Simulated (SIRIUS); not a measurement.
A self-consistent single point of BaTiO₃ (R3m, 5 atoms in the cell; from Materials Project mp-5020, changed as shown).

```yaml
crystal:
  lattice:
    - [2.84825, 1.64444, 2.33556]
    - [-2.84825, 1.64444, 2.33556]
    - [0.00000, -3.28888, 2.33556]
  atoms:
    - { symbol: Ba, position: [0.00014, 0.00014, 0.00014] }
    - { symbol: Ti, position: [0.53474, 0.53474, 0.53474] }
    - { symbol: O, position: [0.48895, 0.97972, 0.48895] }
    - { symbol: O, position: [0.48895, 0.48895, 0.97972] }
    - { symbol: O, position: [0.97972, 0.48895, 0.48895] }
```

Method: LDA (PW92), PseudoDojo 0.4 standard norm-conserving LDA (tails mended) pseudopotentials (plane waves; SIRIUS).

SIRIUS settings:

parameters.ngridk: 7 7 7
parameters.xc_functionals: [XC_LDA_X, XC_LDA_C_PW]
parameters.gk_cutoff: 9.165 1/bohr
parameters.pw_cutoff: 18.331 1/bohr
parameters.shiftk: 1 1 1
parameters.smearing: gaussian
parameters.smearing_width: 0.0001 Ha
potentials: PseudoDojo 0.4 standard norm-conserving LDA (tails mended) pseudopotentials
parameters.electronic_structure_method: pseudopotential
parameters.num_bands: 24
parameters.num_mag_dims: 0
parameters.num_dft_iter: 100
parameters.energy_tol: 1e-07 Ha
parameters.density_tol: 1e-06
mixer.type: anderson
mixer.beta: 0.3
mixer.use_hartree: false

Results:

| Property | Value |
|---|---|
| Number of valence electrons | 40 |
| Number of bands | 24 |
| Number of k-points after the program's reduction | 44 |
| Number of plane waves (most at a k-point) | 5832 |
| Number of SCF iterations | 30 |
| FFT grid | 48 × 48 × 48 |
| Free energy E − TS | -3736.2366 eV |
| Pressure | -4.75 GPa |
| Largest force (vector length) | 1.633 eV/Å |

Forces (eV/Å):
```json
[
 {"atom": "Ba1", "Fx": "0.000", "Fy": "0.000", "Fz": "0.604"},
 {"atom": "Ti2", "Fx": "0.000", "Fy": "0.000", "Fz": "-1.633"},
 {"atom": "O3", "Fx": "-0.122", "Fy": "0.070", "Fz": "0.343"},
 {"atom": "O4", "Fx": "0.000", "Fy": "-0.141", "Fz": "0.343"},
 {"atom": "O5", "Fx": "0.122", "Fy": "0.070", "Fz": "0.343"}
]
```

Stress (GPa, positive for compression):
```
-5.30   0.00   0.00
 0.00  -5.30   0.00
 0.00   0.00  -3.64
```

For comparison: a first run was changed to give this one (atom 2 moved by +0.15 angstrom along z), and from it to this one the free energy goes up by 17.4 meV/atom, the pressure goes from -9.59 to -4.75 GPa and the largest force goes from 0.256 to 1.633 eV/Å.

Forces above 1 eV/Å remain at this geometry. The structure comes from a collection of computed structures, made at another level of theory; the collection holds predicted forms beside known ones.

Cost on one core: about 4 core-minutes (a rough figure).

“Tails mended”: in these copies of the files the far tail of each local potential was reset to the Coulomb form.
